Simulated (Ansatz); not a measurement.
GaP:
```
CELL_PARAMETERS angstrom
      0.00000     2.72569     2.72569
      2.72569     0.00000     2.72569
      2.72569     2.72569     0.00000
ATOMIC_POSITIONS crystal
  Ga 0.25000 0.25000 0.25000
  P  0.50000 0.50000 0.50000
```

Tensor components refer to the Cartesian frame of this cell.

Give the high-frequency dielectric tensor and the Born effective charge tensors of the independent atoms from DFPT, DFT-r²SCAN in the program Ansatz with PAW potentials.


ε∞:
```
9.36  0.00  0.00
0.00  9.36  0.00
0.00  0.00  9.36
```
Z* of atom 1 (Ga), rows: field, columns: displacement, in e:
```
2.15  0.00  0.00
0.00  2.15  0.00
0.00  0.00  2.15
```
Z* of atom 2 (P), rows: field, columns: displacement, in e:
```
-2.15   0.00   0.00
 0.00  -2.15   0.00
 0.00   0.00  -2.15
```

Static charges for comparison (Bader): Ga1 +0.91, P2 -0.91 e. Born charges measure polarisation by displacement and can exceed these by far.

Space group F-43m (zinc blende). The r²SCAN relaxation kept the symmetry of its start; phonons on a q-mesh show no instability. Spin–orbit coupling is left out wherever it is not named.

Potentials: the later of the program's two PAW sets.
